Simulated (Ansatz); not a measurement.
# Relaxing a structure of ZnNi

The start is a relaxed ZnNi cell shaken by Gaussian noise of σ = 0.08 Å a coordinate. A full variable-cell relaxation at zero pressure is run with PBEsol (plane waves to 420 eV, PAW, scalar-relativistic; Ansatz, a first-principles code). First-step values are on the input's coarse k-mesh.

Ansatz input (later rounds restart from its end on a renewed k-mesh):
Ansatz 0.2 input:
```yaml
crystal:
  lattice:
    - [5.0467605891, 0, 0]
    - [0, 4.4229680008, 0]
    - [0, 0, 4.1626833122]
  atoms:
    - { symbol: Zn, position: [0.3504086164, 0.0830365161, 0.2462635439] }
    - { symbol: Zn, position: [0.3602988703, 0.3991898923, 0.7416173104] }
    - { symbol: Zn, position: [0.6452420884, 0.5801752496, 0.2752351226] }
    - { symbol: Zn, position: [0.6314596627, 0.8969904403, 0.7504517973] }
    - { symbol: Ni, position: [0.8742528562, 0.049954225, 0.2146038024] }
    - { symbol: Ni, position: [0.8547727562, 0.407250066, 0.7674969703] }
    - { symbol: Ni, position: [0.1506506432, 0.5962993157, 0.2613031888] }
    - { symbol: Ni, position: [0.1328028582, 0.9055490557, 0.7590531228] }
basis: { ecutwfc: 420, ecutrho_ratio: 4, xc_grid: 2, fft_grid_basis: typed }
kpoints: { mp_grid: { grid: [7, 7, 8] } }
hamiltonian:
  xc: pbesol
  dispersion: none
  pseudopotentials: { kind: paw }
scf: { occupations: { method: fermi_dirac, width: 0.05 } }
relax: { f_tol: 0.01, max_steps: 100, cell: { stress_tol: 0.02 } }
output: { forces: true, stress: true }
```

- Initial pressure: +2.1 GPa (positive: the cell is compressed)
- Largest initial force: 1.63 eV/Å, on Ni5 (atoms numbered as listed)
- Energy released: 0.06 eV/atom
- Shortest distances (start → end): The closest pairs of elements (up to four, under 3.6 Å), start → end: Ni–Zn 2.38 → 2.44 Å; Ni–Ni 2.39 → 2.53 Å; Zn–Zn 2.43 → 2.58 Å
- Band gap at the end: zero (metallic)
- Optimiser moves: 7

Final structure:

Space group Pbcm (No. 57); a = 5.047 Å, b = 4.423 Å, c = 4.163 Å, α = β = γ = 90.00°

```
atom  site  symmetry       x       y       z
----  ----  --------  ------  ------  ------
Zn      4d       ..m  0.1428  0.0774  0.2500
Ni      4d       ..m  0.6252  0.0878  0.2500
```

Final values are on a 9×11×11 k-mesh of the relaxed cell. No spin polarisation in the result. A magnetic state may lie lower.

The relaxed structure here is a generated cell of ZnNi: the first start was made by placing the elements on the sites of a structure type, and the end was not matched to a known phase here, so it may be hypothetical.
